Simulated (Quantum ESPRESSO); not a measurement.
# One change at a time to AgPd2Sn2Ta3

All numbers below are calculated, not measured. They come from Quantum ESPRESSO 7.5, a public plane-wave density functional program. Each row is one single-point run on a made-up periodic cell of eight metal atoms, with elements, volume, strain and displacements drawn at random and not relaxed, so a cell may be unstable or far from any real phase. There is no spin polarisation or spin-orbit coupling.

Settings: PBE unless stated; PseudoDojo standard norm-conserving files; Fermi-Dirac width 0.25 eV, which means electrons at about 2900 K; cutoff 1116 eV; 5 x 5 x 5 k mesh shifted half a step off Gamma. E is the free energy of the whole cell (internal energy minus TS), so a -TS column is already part of it. Stress is positive in tension, and the pressure P is minus a third of its trace.

Checks: one run of this series was repeated at a higher cutoff and on a denser mesh, which moved values by no more than 0.004 eV, 0.03 GPa and 0.003 eV/Å, and a second program with other atomic files agreed on it to 2 % rms in force and 0.5 GPa in pressure. Known limits: the tin pseudopotential is less sure than most, with forces differing by about three percent from a second method on plain tin; heavy elements are run without spin-orbit coupling, which real alloys of them have; a spin test at this wide smearing found no moment, but such smearing suppresses magnetism that the real alloy may have.

The lattice is hexagonal close-packed, and the cell vectors in Å are (2.976, 0.000, 4.689); (2.976, 0.000, -4.689); (-2.976, 5.155, 0.000), a volume of 143.85 Å³ in run 1. The elements on sites 1 to 8 are Ag Ta Sn Ta Pd Pd Ta Sn. Each later run makes one change to run 1 and keeps the rest. E is counted from run 1, and is n/a where other atomic files have another zero of energy.

| run | change | V (Å³) | P (GPa) | -TS (eV) | rms force (eV/Å) | largest change of a force component (eV/Å) | E (eV) |
|---|---|---|---|---|---|---|---|
| 1 | none | 143.85 | 4.27 | -1.285 | 0.554 | 0.000 | 0.000 |
| 2 | sites 2 and 5 exchanged | 143.85 | 3.91 | -1.280 | 0.496 | 1.174 | -0.079 |
| 3 | all lengths scaled by -0.96 % | 139.75 | 9.40 | -1.247 | 0.620 | 0.179 | 0.174 |
| 4 | PBEsol in place of PBE | 143.85 | -2.14 | -1.290 | 0.522 | 0.075 | n/a |
| 5 | Nb on site 7 | 143.85 | 4.26 | -1.311 | 0.547 | 0.150 | n/a |
| 6 | site 7 moved by +0.19 Å along y | 143.85 | 5.32 | -1.251 | 0.872 | 1.888 | ? |

## Worked estimate

Along the move dE = -F dx. The force on site 7 along y is -0.006 eV/Å in run 1 and -1.894 eV/Å in run 6, and the move is +0.19 Å, so the mean force times the move gives an estimate.

## Withheld value

Question: what E should run 6 give?

The estimate is 0.180 eV. The calculation gave 0.174 eV. The mean of two end points misses the curvature of the force.
